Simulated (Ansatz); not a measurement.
With plane-wave PAW r²SCAN (Ansatz code), W in the tetragonal phase (P4_2/mnm; Pearson symbol tP30) relaxes to a = 9.747 Å, c = 5.113 Å.

Electronic character: metallic (no gap). Gap from r²SCAN with spin–orbit coupling: none (metallic).

An equation-of-state fit gives a bulk modulus of 3090 kbar.

The start of the workflow was typed in or built on a structure type; neither database checked (COD, Materials Project) lists it. It is not the phase usual at ambient conditions (space group No. 229). The r²SCAN relaxation kept the symmetry of its start; whether a distortion lowers the energy is not shown. No spin polarisation was allowed. Axis ratios of metals converge slowly with the k-mesh, so a and c are less sure than the volume. Spin–orbit coupling is left out wherever it is not named.

Potentials: the later of the program's two PAW sets.
